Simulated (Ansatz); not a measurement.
# Computed properties of GeBCN

GeBCN:
```
GeBCN
1.0
    1.46234     0.84428     4.78833
   -1.46234     0.84428     4.78833
    0.00000    -1.68856     4.78833
B N Ge C
1 1 1 1
Direct
  0.00278   0.00278   0.00278
  0.88720   0.88720   0.88720
  0.49578   0.49578   0.49578
  0.36421   0.36421   0.36421
```

Space group R3m (No. 160); conventional cell a = 2.9247 Å, b = 2.9247 Å, c = 14.3650 Å, α = 90.00°, β = 90.00°, γ = 120.00°.

Method: DFT-r²SCAN in the program Ansatz with PAW potentials. Structure relaxed to zero pressure with the same functional. Other levels are named where they apply.

Cell and energy:

- Volume per atom: 8.87 Å³
- Density: 5.12 g/cm³
- Formation energy from the elements (no fitted shifts): 68 meV/atom

Electronic structure:

- Band gap = 0.79 eV (indirect)
- Valence-band maximum = at Γ
- Conduction-band minimum = at F (3 equivalent valleys)
- Smallest direct gap on the standard path = 1.63 eV
- Electron effective mass = 0.25, 0.33, 0.47 mₑ (principal values)
- Hole effective mass, band 1 of 2 at the edge = 0.61 along x, 1.9 along z (mₑ)
- Hole effective mass, band 2 of 2 at the edge = 0.21 along x, 1.9 along z (mₑ)
- Hole effective mass with spin–orbit coupling = 0.34, 0.34, 2.0 mₑ (principal values)
- HSE06 gap on the r²SCAN cell = 1.41 eV
- Gap with spin–orbit coupling = 0.79 eV

Mechanics:

- Bulk modulus (Birch–Murnaghan fit) = 248 GPa
- Pressure derivative B′ = 4.0
- Elastic constants (relaxed ions, GPa) = C11 = 536, C12 = 106, C13 = 93.1, C14 = -46.7, C33 = 581, C44 = 179
- Mechanical stability = stable (all eigenvalues of C positive)
- Hill bulk and shear moduli = 249 and 199 GPa
- Young's modulus = 472 GPa
- Poisson's ratio = 0.18
- Debye temperature from the elastic constants = 989 K
- Piezoelectric stress constants (proper, relaxed ions, C/m²) = e15 = e24 = 0.30, e16 = e21 = 0.45, e22 = -0.45, e31 = e32 = -0.22, e33 = 0.51

Charges:

- Bader charges = B +1.83, N -1.69, Ge +1.78, C -1.92 e

The start of the workflow was typed in or built on a structure type; neither database checked (COD, Materials Project) lists it. Whether it is the stable phase at ambient conditions was not checked. Symmetry was held in the r²SCAN relaxation; its stability against distortions is not shown here. The volume moved by -16 % from the start of the relaxation. Signs of piezoelectric constants follow the polarity of the cell as given. The references are the lowest solids computed at this level, not always the standard phases (solids in place of the gases). Scalar-relativistic: spin–orbit coupling is off unless named, which matters more the heavier the elements.

Potentials: the earlier of the program's two PAW sets. The files were generated under PBE; for other functionals the program regenerates the frozen cores, and for LDA and PBEsol the local potential too.
